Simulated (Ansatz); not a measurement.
Electric field gradients in BH₈N

The cell is a Materials Project structure (computed, not necessarily an observed phase).

```cif
data_structure
_symmetry_space_group_name_H-M 'P 1'
_symmetry_Int_Tables_number 1
_cell_length_a 8.6405
_cell_length_b 4.1426
_cell_length_c 4.0899
_cell_angle_alpha 90.000
_cell_angle_beta 90.000
_cell_angle_gamma 90.000
_cell_volume 146.39
loop_
_atom_site_label
_atom_site_type_symbol
_atom_site_fract_x
_atom_site_fract_y
_atom_site_fract_z
_atom_site_occupancy
B1 B 0.75000 0.45463 0.52424 1
B2 B 0.25000 0.54537 0.52424 1
H3 H 0.43417 0.84986 0.89983 1
H4 H 0.56583 0.15015 0.89983 1
H5 H 0.06583 0.84986 0.89983 1
H6 H 0.93417 0.15015 0.89983 1
H7 H 0.42685 0.13731 0.19133 1
H8 H 0.57315 0.86269 0.19133 1
H9 H 0.07315 0.13731 0.19133 1
H10 H 0.92685 0.86269 0.19133 1
H11 H 0.86527 0.57287 0.64973 1
H12 H 0.13473 0.42713 0.64973 1
H13 H 0.63473 0.57287 0.64973 1
H14 H 0.36527 0.42713 0.64973 1
H15 H 0.75000 0.16071 0.57103 1
H16 H 0.25000 0.83929 0.57103 1
H17 H 0.75000 0.50489 0.22843 1
H18 H 0.25000 0.49511 0.22843 1
N19 N 0.50000 0.00000 0.04653 1
N20 N 0.00000 0.00000 0.04653 1
```

Atom numbers follow the list; atoms alike are taken as one site, whose name carries the number of the first.

The numbers come from a DFT calculation in Ansatz (PBE, plane waves and PAW, scalar-relativistic, 420 eV cutoff, Γ-centred 4×7×7 k-points, Fermi–Dirac smearing 0.05 eV).

Conventions: |V_zz| ≥ |V_yy| ≥ |V_xx|, η = (V_xx − V_yy)/V_zz, C_Q = eQV_zz/h.

11B: I = 3/2, Q = 40.59 mb; H-2: I = 1, Q = 2.858 mb; ¹⁴N: I = 1, Q = 20.44 mb. Nuclear quadrupole moments: year-2017 set (Pyykkö).

Task: What field gradients does the calculation give at each kind of site?

Result: 

| site | atoms (order as listed) | first shell | V_zz (10²¹ V/m²) | η | C_Q (MHz) |
| --- | --- | --- | --- | --- | --- |
| B | 1, 2 | 4 H at 1.22–1.23 Å | -0.13 | 0.61 | -0.123 |
| H3 | 3, 4, 5, 6 | 1 N at 1.03 Å | 2.89 | 0.01 | 0.199 |
| H7 | 7, 8, 9, 10 | 1 N at 1.04 Å | 2.90 | 0.00 | 0.200 |
| H11 | 11, 12, 13, 14 | 1 B at 1.22 Å | 1.87 | 0.04 | 0.129 |
| H15 | 15, 16 | 1 B at 1.23 Å | 1.70 | 0.01 | 0.118 |
| H17 | 17, 18 | 1 B at 1.23 Å | 1.74 | 0.01 | 0.120 |
| N | 19, 20 | 4 H at 1.03–1.04 Å | -0.23 | 0.85 | -0.115 |

At H11, H15 and H17 V_zz points along its bond to B (within 1°) in each case. At H3 and H7 V_zz points along its bond to N (within 1°) in each case.

The lattice is static: at room temperature ammonium and BH₄ may turn and average the couplings of their hydrogen.
